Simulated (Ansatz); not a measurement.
NbSiAs:
```cif
data_As2Nb2Si2
_chemical_formula_sum 'Nb2 Si2 As2'
_space_group_name_H-M_alt 'P4/nmm :1'
_space_group_IT_number 129
_space_group_name_Hall 'P 4ab 2ab -1ab'
_cell_length_a 3.50279
_cell_length_b 3.50279
_cell_length_c 7.92078
_cell_angle_alpha 90.000
_cell_angle_beta 90.000
_cell_angle_gamma 90.000
loop_
_space_group_symop_operation_xyz
  'x, y, z'
  '-y+1/2, x+1/2, z'
  '-x, -y, z'
  'y+1/2, -x+1/2, z'
  'x+1/2, -y+1/2, -z'
  '-y, -x, -z'
  '-x+1/2, y+1/2, -z'
  'y, x, -z'
  '-x+1/2, -y+1/2, -z'
  'y, -x, -z'
  'x+1/2, y+1/2, -z'
  '-y, x, -z'
  '-x, y, z'
  'y+1/2, x+1/2, z'
  'x, -y, z'
  '-y+1/2, -x+1/2, z'
loop_
_atom_site_label
_atom_site_type_symbol
_atom_site_symmetry_multiplicity
_atom_site_Wyckoff_symbol
_atom_site_fract_x
_atom_site_fract_y
_atom_site_fract_z
_atom_site_occupancy
Nb1 Nb 2 c 0.50000 0.00000 0.25429 1
Si1 Si 2 a 0.00000 0.00000 0.00000 1
As1 As 2 c 0.00000 0.50000 0.38670 1
```

Relaxed with r²SCAN.

**Question.** Which orbitals make up the states near the Fermi level in r²SCAN (plane waves, PAW; program Ansatz)?

**Answer.** Within 0.5 eV of the Fermi level: Nb 4d 60 %, As 4p 21 %, Si 3p 9 %. Projections are on Löwdin-orthogonalised atomic valence shells; empty p or d shells of many metals are not among them.

**Question.** Tabulate the density of states.

**Answer.** States/eV per cell of 6 atoms, in 0.25 eV bins, energy from the Fermi level.

```
E (eV)  total  Nb 4d  As 4p  Si 3p
------  -----  -----  -----  -----
-7.85    0.61   0.12   0.01   0.18
-7.60    0.48   0.09   0.01   0.16
-7.35    0.43   0.09   0.01   0.15
-7.10    0.38   0.08   0.01   0.14
-6.85    0.51   0.11   0.03   0.23
-6.60    0.81   0.17   0.11   0.36
-6.35    1.62   0.33   0.45   0.55
-6.10    2.16   0.45   0.81   0.56
-5.85    4.12   0.87   2.03   0.66
-5.60    3.55   0.76   1.62   0.62
-5.35    1.98   0.45   0.81   0.41
-5.10    1.87   0.45   0.69   0.44
-4.85    2.26   0.59   0.83   0.52
-4.60    2.44   0.62   0.96   0.55
-4.35    2.38   0.61   0.74   0.70
-4.10    2.45   0.67   0.72   0.75
-3.85    2.84   0.85   0.89   0.81
-3.60    3.93   1.28   1.13   1.16
-3.35    4.31   1.58   1.32   1.04
-3.10    4.05   1.66   1.23   0.89
-2.85    6.84   3.09   2.22   1.22
-2.60    8.48   3.42   2.88   1.84
-2.35    6.82   3.19   2.02   1.35
-2.10    4.03   2.10   1.06   0.71
-1.85    3.05   1.61   0.82   0.49
-1.60    2.37   1.28   0.60   0.38
-1.35    1.96   1.10   0.46   0.29
-1.10    1.71   1.01   0.37   0.23
-0.85    1.70   1.07   0.32   0.19
-0.60    1.52   1.01   0.26   0.13
-0.35    1.37   0.98   0.19   0.08
-0.10    1.13   0.77   0.19   0.06
0.15     1.34   0.66   0.37   0.15
0.40     1.56   0.80   0.38   0.18
0.65     1.56   0.81   0.34   0.20
0.90     1.93   1.09   0.29   0.28
1.15     2.88   1.81   0.32   0.32
1.40     4.09   2.50   0.58   0.45
1.65     4.34   2.59   0.83   0.37
1.90     4.90   2.94   0.72   0.59
2.15     5.22   3.30   0.59   0.60
2.40     4.70   3.13   0.47   0.46
2.65     4.81   2.51   0.68   0.72
2.90     5.09   2.66   0.59   0.52
3.15     3.69   1.75   0.56   0.35
3.40     3.08   1.29   0.62   0.35
3.65     2.33   0.95   0.53   0.28
3.90     2.37   0.94   0.64   0.30
4.15     4.64   1.95   1.39   0.42
4.40     4.65   1.82   1.39   0.56
```

The workflow started from a Materials Project entry (that database holds measured and hypothetical structures alike); the Crystallography Open Database files this formula in space group No. 129, but the cells were not matched. Its standing as an ambient phase is unchecked. The cell was relaxed with r²SCAN under the symmetry of its start; its stability against distortions is not shown here. The run is not spin-polarised. Scalar-relativistic: spin–orbit coupling is off unless named, which matters more the heavier the elements.

Potentials: the earlier of the program's two PAW sets.
